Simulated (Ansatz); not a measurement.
The relaxed structure here is a generated cell of LiNbO3: the first start was made by placing the elements on the sites of a structure type, and the end was not matched to a known phase here, so it may be hypothetical. Known forms of LiNbO3 include space group No. 161.

A relaxed cell of LiNbO₃ (P6₃/mmc (No. 194)), relaxed on a k-mesh at least as fine as the one used below. Computed with PBE (plane waves to 420 eV, PAW, scalar-relativistic; Ansatz, a first-principles code). Γ-centred k-mesh 5×5×5 on the run's cell (coarser than for final values), Fermi–Dirac smearing 0.05 eV.

```yaml
crystal:
  lattice:
    - [5.54092, 0.00000, 0.00000]
    - [-2.77046, 4.79858, 0.00000]
    - [0.00000, 0.00000, 5.40382]
  atoms:
    - { symbol: Li, position: [0.33333, 0.66667, 0.75000] }
    - { symbol: Li, position: [0.66667, 0.33333, 0.25000] }
    - { symbol: Nb, position: [0.00000, 0.00000, 0.00000] }
    - { symbol: Nb, position: [0.00000, 0.00000, 0.50000] }
    - { symbol: O, position: [0.15508, 0.31015, 0.25000] }
    - { symbol: O, position: [0.68985, 0.84492, 0.25000] }
    - { symbol: O, position: [0.15508, 0.84492, 0.25000] }
    - { symbol: O, position: [0.84492, 0.68985, 0.75000] }
    - { symbol: O, position: [0.31015, 0.15508, 0.75000] }
    - { symbol: O, position: [0.84492, 0.15508, 0.75000] }
```

Every atom was then displaced, and the forces became (eV/Å):

```json
[
 {"atom": "Li1", "Fx": "0.10", "Fy": "0.15", "Fz": "0.09"},
 {"atom": "Li2", "Fx": "0.32", "Fy": "-0.28", "Fz": "-0.06"},
 {"atom": "Nb3", "Fx": "-2.53", "Fy": "-0.25", "Fz": "5.48"},
 {"atom": "Nb4", "Fx": "-2.20", "Fy": "-0.65", "Fz": "-5.41"},
 {"atom": "O5", "Fx": "0.86", "Fy": "-0.02", "Fz": "-0.01"},
 {"atom": "O6", "Fx": "1.39", "Fy": "-0.21", "Fz": "0.75"},
 {"atom": "O7", "Fx": "-1.23", "Fy": "0.90", "Fz": "0.66"},
 {"atom": "O8", "Fx": "-0.04", "Fy": "0.43", "Fz": "-0.56"},
 {"atom": "O9", "Fx": "1.40", "Fy": "1.29", "Fz": "-0.56"},
 {"atom": "O10", "Fx": "1.94", "Fy": "-1.36", "Fz": "-0.39"}
]
```

Task: Which atom was moved farthest relative to the others, and in which direction?

Result: Li2, by (-0.06, -0.17, -0.06) Å (0.19 Å, mean shift removed); the next is Li1 with 0.15 Å. Its force makes an angle of 68° with its move.

All displacements (Å):

| atom | ux | uy | uz |
|---|---|---|---|
| Li1 | 0.005 | 0.148 | 0.023 |
| Li2 | -0.055 | -0.163 | -0.050 |
| Nb3 | 0.090 | 0.058 | -0.047 |
| Nb4 | 0.071 | -0.050 | 0.068 |
| O5 | -0.081 | -0.038 | 0.085 |
| O6 | -0.035 | 0.048 | -0.046 |
| O7 | 0.120 | 0.019 | -0.048 |
| O8 | 0.120 | -0.026 | 0.084 |
| O9 | -0.043 | 0.046 | 0.000 |
| O10 | -0.117 | -0.011 | 0.075 |

Task: Estimate the energy cost of the displacement in the harmonic approximation and compare with the calculation.

Result: For a harmonic well ΔE = −½ Σ F·u = 0.783 eV a cell, or 78 meV/atom. The calculated energy relative to the undisplaced cell is +79 meV/atom, so the harmonic estimate holds well.

The undisplaced cell is probably no minimum: from this displacement the run went on to Cmcm (No. 63), 541 meV/atom below it.

No spin polarisation in the result.
